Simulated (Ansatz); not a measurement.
ZnInGaO4 in space group R3m (No. 160; Pearson symbol hR7), the program Ansatz at the r²SCAN level (PAW), all energies at zero smearing, with the estimated change up to a 700 eV cutoff added, with one set of potentials and settings (totals compare only within such a set). Cell of 7 atoms (1 In, 1 Ga, 1 Zn, 4 O): -15004.859 eV.

```tsv
element	reference phase	E (eV/atom)
In	I4/mmm, 1 atoms in the cell	-5611.8204
Ga	Cmce, 4 atoms in the cell	-3790.2689
Zn	P6_3/mmc, 2 atoms in the cell	-3325.6729
O	C2/m, 4 atoms in the cell, spin-polarised	-566.0281
```

Formation energy per atom, worked out: (-15004.859 − 1×(-5611.8204) − 1×(-3790.2689) − 1×(-3325.6729) − 4×(-566.0281))/7 = -1.855 eV/atom (-179 kJ per mol of atoms), at 0 K, without zero-point energy or fitted corrections.

Symmetry was held in the r²SCAN relaxation. The references are the lowest solids computed at this level, not always the standard phases (solids in place of the gases).

Potentials: the later of the program's two PAW sets.
